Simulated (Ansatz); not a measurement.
Te:
```xyz
3
Lattice="4.6250 0.0000 0.0000 -2.3125 4.0054 0.0000 0.0000 0.0000 5.9028" Properties=species:S:1:pos:R:3 pbc="T T T"
Te     1.1714     0.0000     1.9676
Te    -0.5857     1.0145     3.9352
Te     1.7268     2.9909     0.0000
```

Relaxed with r²SCAN. Special points in fractions of this cell's reciprocal vectors: Γ (0.000, 0.000, 0.000); M (0.500, 0.000, 0.000); K (0.333, 0.333, 0.000); A (0.000, 0.000, 0.500); L (0.500, 0.000, 0.500); H (0.333, 0.333, 0.500).

List the band energies nearest the valence-band maximum at these points for r²SCAN (plane waves, PAW; program Ansatz).

In eV from the valence-band maximum; about four levels below and three above (degenerate sets whole), none deeper than 8.9 eV; points with the same levels are listed once.

| k | below | above |
|---|---|---|
| Γ | -2.99 -2.99 -1.67 -1.67 -0.65 | 1.26 1.26 1.77 |
| M | -3.39 -3.12 -1.25 -0.91 | 1.30 1.47 3.78 |
| K | -2.82 -2.82 -2.70 -2.25 | 2.92 2.92 3.31 |
| A | -2.77 -2.77 -1.35 -1.20 -1.20 | 0.80 0.90 0.90 |
| L | -3.66 -2.16 -1.80 -0.10 | 1.19 2.16 2.64 |
| H | -4.75 -4.75 -1.05 -0.05 -0.05 | 0.55 1.87 1.87 |

Space group P3_121 (trigonal Se type). The r²SCAN relaxation kept the symmetry of its start. A crystal of weakly bound chains computed without a dispersion correction: the cell and the soft elastic constants depend strongly on that. Scalar-relativistic: spin–orbit coupling is off unless named, which matters more the heavier the elements.

Potentials: the later of the program's two PAW sets.
